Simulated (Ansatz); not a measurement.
Ga:
```cif
data_Ga4
_chemical_formula_sum 'Ga4'
_space_group_name_H-M_alt 'P 1'
_space_group_IT_number 1
_cell_length_a 4.45702
_cell_length_b 4.45702
_cell_length_c 4.54362
_cell_angle_alpha 90.000
_cell_angle_beta 90.000
_cell_angle_gamma 61.674
loop_
_space_group_symop_operation_xyz
  'x, y, z'
loop_
_atom_site_label
_atom_site_type_symbol
_atom_site_fract_x
_atom_site_fract_y
_atom_site_fract_z
_atom_site_occupancy
Ga1 Ga 0.98953 0.33464 0.25000 1
Ga2 Ga 0.01047 0.66536 0.75000 1
Ga3 Ga 0.33464 0.98953 0.75000 1
Ga4 Ga 0.66536 0.01047 0.25000 1
```

Relaxed with PBEsol.

Question: Which orbitals make up the states near the Fermi level in PBEsol (plane waves, PAW; program Ansatz)?

Answer: Within 0.5 eV of the Fermi level: Ga 4p 81 %, Ga 4s 17 %. Projections are on Löwdin-orthogonalised atomic valence shells; empty p or d shells of many metals are not among them.

Question: Tabulate the density of states.

Answer: States/eV per cell of 4 atoms, in 0.25 eV bins, energy from the Fermi level.

| E (eV) | total | Ga 4p | Ga 4s | Ga 3d |
|---|---|---|---|---|
| -7.85 | 0.91 | 0.43 | 0.47 | 0.01 |
| -7.60 | 0.93 | 0.44 | 0.48 | 0.01 |
| -7.35 | 1.02 | 0.48 | 0.52 | 0.01 |
| -7.10 | 1.22 | 0.58 | 0.62 | 0.01 |
| -6.85 | 1.05 | 0.50 | 0.53 | 0.01 |
| -6.60 | 0.80 | 0.39 | 0.40 | 0.01 |
| -6.35 | 0.72 | 0.36 | 0.36 | 0.01 |
| -6.10 | 1.01 | 0.51 | 0.48 | 0.01 |
| -5.85 | 1.03 | 0.52 | 0.50 | 0.01 |
| -5.60 | 1.20 | 0.61 | 0.57 | 0.01 |
| -5.35 | 1.38 | 0.70 | 0.66 | 0.01 |
| -5.10 | 1.28 | 0.64 | 0.62 | 0.01 |
| -4.85 | 1.24 | 0.60 | 0.62 | 0.01 |
| -4.60 | 1.19 | 0.57 | 0.61 | 0.01 |
| -4.35 | 1.15 | 0.53 | 0.60 | 0.01 |
| -4.10 | 0.95 | 0.48 | 0.46 | 0.01 |
| -3.85 | 0.89 | 0.46 | 0.41 | 0.01 |
| -3.60 | 0.94 | 0.56 | 0.36 | 0.01 |
| -3.35 | 1.08 | 0.73 | 0.33 | 0.01 |
| -3.10 | 1.30 | 0.92 | 0.36 | 0.01 |
| -2.85 | 1.44 | 1.07 | 0.35 | 0.01 |
| -2.60 | 1.51 | 1.18 | 0.32 | 0.01 |
| -2.35 | 1.59 | 1.28 | 0.29 | 0.01 |
| -2.10 | 1.66 | 1.34 | 0.30 | 0.01 |
| -1.85 | 1.77 | 1.43 | 0.31 | 0.01 |
| -1.60 | 1.77 | 1.44 | 0.30 | 0.01 |
| -1.35 | 1.96 | 1.64 | 0.30 | 0.01 |
| -1.10 | 1.81 | 1.54 | 0.24 | 0.01 |
| -0.85 | 1.60 | 1.38 | 0.20 | 0.01 |
| -0.60 | 1.54 | 1.28 | 0.23 | 0.01 |
| -0.35 | 1.18 | 0.97 | 0.19 | 0.01 |
| -0.10 | 0.77 | 0.62 | 0.13 | 0.01 |
| 0.15 | 0.62 | 0.50 | 0.10 | 0.01 |
| 0.40 | 0.89 | 0.70 | 0.17 | 0.01 |
| 0.65 | 1.36 | 1.02 | 0.30 | 0.01 |
| 0.90 | 1.47 | 0.99 | 0.43 | 0.01 |
| 1.15 | 1.88 | 1.18 | 0.62 | 0.01 |
| 1.40 | 2.00 | 1.24 | 0.67 | 0.01 |
| 1.65 | 2.06 | 1.33 | 0.63 | 0.01 |
| 1.90 | 1.67 | 1.09 | 0.50 | 0.01 |
| 2.15 | 1.60 | 1.05 | 0.47 | 0.01 |
| 2.40 | 1.73 | 1.15 | 0.48 | 0.01 |
| 2.65 | 1.82 | 1.25 | 0.46 | 0.01 |
| 2.90 | 2.07 | 1.47 | 0.47 | 0.01 |
| 3.15 | 1.82 | 1.32 | 0.37 | 0.01 |
| 3.40 | 1.83 | 1.35 | 0.34 | 0.01 |
| 3.65 | 2.12 | 1.57 | 0.39 | 0.01 |
| 3.90 | 2.12 | 1.56 | 0.38 | 0.01 |
| 4.15 | 1.99 | 1.47 | 0.34 | 0.01 |
| 4.40 | 2.05 | 1.53 | 0.31 | 0.01 |
| 4.65 | 2.13 | 1.59 | 0.31 | 0.01 |

Space group Cmcm. The workflow started from a Materials Project entry (that database holds measured and hypothetical structures alike); the Crystallography Open Database files this formula in space group No. 63, but the cells were not matched. It is not the phase usual at ambient conditions (space group No. 64). The cell was relaxed with PBEsol under the symmetry of its start; its stability against distortions is not shown here. Scalar-relativistic: spin–orbit coupling is off unless named, which matters more the heavier the elements.

Potentials: the later of the program's two PAW sets.
